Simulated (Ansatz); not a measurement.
AlAg:
Space group Cmcm (No. 63); a = 2.818 Å, b = 10.462 Å, c = 4.487 Å, α = β = γ = 90.00°

```csv
atom,site,symmetry,x,y,z
Ag,4c,m2m,0.0000,0.3375,0.2500
Al,4c,m2m,0.0000,0.0773,0.2500
```
(The calculation used a cell of 4 atoms; values per cell refer to that cell.)

Relaxed at zero pressure with PBEsol (plane waves, PAW; program Ansatz).

Question: The volume is lowered by 3 % and shape and atoms relax at that volume. What pressure results, and how do the axes share the change?

Answer: 3.1 GPa; a -0.6 %, b -1.6 %, c -0.8 %; the energy rises by 5 meV/atom.

Question: Give the new structure.

Answer: 
Space group Cmcm (No. 63); a = 2.801 Å, b = 10.294 Å, c = 4.451 Å, α = β = γ = 90.00°

| atom | site | symmetry | x | y | z |
|---|---|---|---|---|---|
| Ag | 4c | m2m | 0.0000 | 0.3357 | 0.2500 |
| Al | 4c | m2m | 0.0000 | 0.0758 | 0.2500 |

The phase is kept; no other phase was compared at this pressure.

The start of the workflow was typed in or built on a structure type; neither database checked (COD, Materials Project) lists it. Whether it is the stable phase at ambient conditions was not checked. Symmetry was held in the PBEsol relaxation; its stability against distortions is not shown here. The run is not spin-polarised. Axis ratios of metals converge slowly with the k-mesh, so a and c are less sure than the volume.

Potentials: the earlier of the program's two PAW sets. The files were generated under PBE; for other functionals the program regenerates the frozen cores, and for LDA and PBEsol the local potential too.
